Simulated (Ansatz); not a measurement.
V:
```xyz
2
Lattice="0.0000 2.7342 2.7342 2.7342 0.0000 2.7342 2.7342 2.7342 0.0000" Properties=species:S:1:pos:R:3 pbc="T T T"
V      0.0000     0.0000     0.0000
V      1.3671     1.3671     1.3671
```
Starting moments (μB, in the order of the atoms V V): 1.9 1.9.

Relaxed with PBE. Special points in fractions of this cell's reciprocal vectors: Γ (0.000, 0.000, 0.000); X (0.500, 0.000, 0.500); U (0.625, 0.250, 0.625); K (0.375, 0.375, 0.750); L (0.500, 0.500, 0.500); W (0.500, 0.250, 0.750).

Question: List the band energies nearest the Fermi level at these points for PBE (plane waves, PAW; program Ansatz).

Answer: In eV from the Fermi level; about four levels below and three above (degenerate sets whole), none deeper than 8.9 eV; points with the same levels are listed once.

| k | below | above |
|---|---|---|
| Γ ↑ | -1.59 -1.59 -1.53 -1.53 -1.53 | 0.53 0.53 0.53 |
| X ↑ | -1.44 -1.44 -0.86 -0.86 | 0.46 0.46 2.25 2.25 |
| U ↑ | -1.34 -0.94 -0.30 -0.01 | 0.35 2.19 2.42 |
| L ↑ | -1.52 -1.52 -1.51 -1.51 -0.69 | 1.35 1.35 2.08 2.08 |
| W ↑ | -0.54 -0.54 -0.10 -0.10 | 2.56 2.56 3.32 3.32 |
| Γ ↓ | -4.71 -0.49 -0.49 | 0.30 0.30 0.30 |
| X ↓ | -1.59 -1.59 | 0.44 0.44 0.69 0.69 |
| U ↓ | -1.61 -1.29 0.00 | 0.27 0.75 1.23 |
| L ↓ | -1.44 -1.18 -0.44 -0.44 | 0.30 0.30 0.91 |
| W ↓ | -1.49 -1.49 | 0.46 0.46 0.95 0.95 |

Space group Fd-3m (diamond). The start of the workflow was typed in or built on a structure type; neither database checked (COD, Materials Project) lists it. It is not the phase usual at ambient conditions (space group No. 229). The PBE relaxation kept the symmetry of its start; its stability against distortions is not shown here. Spin order of the final state: ferromagnetic, chosen from 4 collinear starts compared on coarse meshes (ties went to the first, and starts can fall back to one state), not a proven ground state.

Potentials: the later of the program's two PAW sets.
